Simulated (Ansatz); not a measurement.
BAs:
```
BAs
1.0
    3.42908     0.00000     0.00000
   -1.71454     2.96967     0.00000
    0.00000     0.00000     7.40282
B As
3 3
Direct
  0.00000   0.50000   0.33333
  0.50000   0.50000   0.66667
  0.50000   0.00000   0.00000
  0.00000   0.50000   0.83333
  0.50000   0.50000   0.16667
  0.50000   0.00000   0.50000
```

Relaxed with PBEsol. Special points in fractions of this cell's reciprocal vectors: Γ (0.000, 0.000, 0.000); M (0.500, 0.000, 0.000); K (0.333, 0.333, 0.000); A (0.000, 0.000, 0.500); L (0.500, 0.000, 0.500); H (0.333, 0.333, 0.500).

Task: List the band energies nearest the valence-band maximum at these points for plane-wave PAW PBEsol (Ansatz code).

Result: In eV from the valence-band maximum; about four levels below and three above (degenerate sets whole), none deeper than 8.9 eV; points with the same levels are listed once.

```tsv
k	below	above
Γ	-1.26 -1.26 -0.95 0.00	2.13 2.13 2.60
M	-4.16 -3.18 -2.82 -2.53	0.31 0.63 0.84
K	-5.70 -5.70 -3.50 -2.59 -2.59	0.67 2.30 2.30
A	-1.19 -1.17 -1.17 -0.74	1.91 2.47 2.62
L	-3.88 -3.63 -3.37 -3.01	1.74 2.17 2.52
H	-5.78 -5.78 -3.26 -2.78	2.71 3.67 3.67
```

Space group P6_422. The start of the workflow was typed in or built on a structure type; neither database checked (COD, Materials Project) lists it. It is not the phase usual at ambient conditions (space group No. 216). The PBEsol relaxation kept the symmetry of its start; of distortions, only those at the zone centre were tested. Its formation energy is positive at this level, so the cell may be metastable or incomplete. Scalar-relativistic: spin–orbit coupling is off unless named, which matters more the heavier the elements.

Potentials: the later of the program's two PAW sets.
